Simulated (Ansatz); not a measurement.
Here is the system:

Ti2GeC:
```cif
data_C2Ge2Ti4
_chemical_formula_sum 'Ti4 Ge2 C2'
_space_group_name_H-M_alt 'P63/mmc'
_space_group_IT_number 194
_space_group_name_Hall '-P 6c 2c'
_cell_length_a 3.08514
_cell_length_b 3.08514
_cell_length_c 12.90429
_cell_angle_alpha 90.000
_cell_angle_beta 90.000
_cell_angle_gamma 120.000
loop_
_atom_site_label
_atom_site_type_symbol
_atom_site_symmetry_multiplicity
_atom_site_Wyckoff_symbol
_atom_site_fract_x
_atom_site_fract_y
_atom_site_fract_z
_atom_site_occupancy
Ti1 Ti 4 f 0.33333 0.66667 0.08930 1
Ge1 Ge 2 d 0.66667 0.33333 0.25000 1
C1 C 2 a 0.00000 0.00000 0.00000 1
```

This is the r²SCAN-relaxed structure.

Task: All from r²SCAN in the plane-wave PAW code Ansatz, unless another level is named. Estimate the electronic character.

Result: metallic (no gap).

Task: And the formation energy from the elements (no fitted shifts)?

Result: -0.89 eV/atom.

Task: What about the density of states at the Fermi level?

Result: 0.35 states/eV per atom (mean over ±0.08 eV).

Task: And the gap with spin–orbit coupling?

Result: none (metallic).

Space group P6_3/mmc. The workflow started from a Materials Project entry (that database holds measured and hypothetical structures alike); the Crystallography Open Database copy checked does not list it. Its standing as an ambient phase is unchecked. The r²SCAN relaxation kept the symmetry of its start; of distortions, only those at the zone centre were tested. The run is not spin-polarised. The references are the lowest solids computed at this level, not always the standard phases. Spin–orbit coupling is left out wherever it is not named.

Potentials: the later of the program's two PAW sets.
